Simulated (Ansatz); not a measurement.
The elements of this relaxed trial crystal are hidden behind letters.

```
lattice vectors (Å)
   3.6469    0.0000    0.0000
   0.0000    3.6469    0.0000
   0.0000    0.0000    5.1376
fractional positions
X 0.0000 0.0000 0.0000
Z 0.5000 0.5000 0.5000
Q 0.5000 0.0000 0.7584
Q 0.0000 0.5000 0.2416
Q 0.5000 0.0000 0.2416
Q 0.0000 0.5000 0.7584
```

Computed with DFT PBE, scalar-relativistic, plane waves, PAW in Ansatz 0.2.0. Settings of the last relaxation (6-atom cell): 420 eV, 10×10×8 k points, Gaussian smearing of 0.10 eV, no spin polarisation.

```
Space group                                : P4/mmm (No. 123)
Conventional cell                          : a = 3.647 Å, c = 5.138 Å
Volume per atom                            : 11.39 Å³
Density                                    : 8.33 g/cm³
Formation energy                           : −0.88 eV/atom
Gap on the 10×10×8 mesh of the 6-atom cell : 0 eV (a metal)
```

Energies are uncorrected and count from the elements' standard states at the same level.

Task: X is a p-block element of period 4, Z is a p-block element of period 6 and Q is a p-block element of period 2. Which elements are they?

Result: X = Ga, Z = Bi, Q = O, so the formula is GaBiO4. Density times volume gives a mean mass of 8.33 × 11.39/1.6605 = 57.1 u per atom, and this set has 57.1 u. Around Ga lie 8 O at 2.21 Å; Bi has 8 O at 2.26 Å; around O lie 2 Ga at 2.21 Å, 2 Bi at 2.26 Å and 6 O at 2.48–2.66 Å. Other sets within the hints have nearly the same mass, so mass alone doesn't settle it; this one was computed.

These runs have no spin–orbit coupling, which can matter for Bi. Symmetry constrained the relaxation, so the result can be a saddle point.
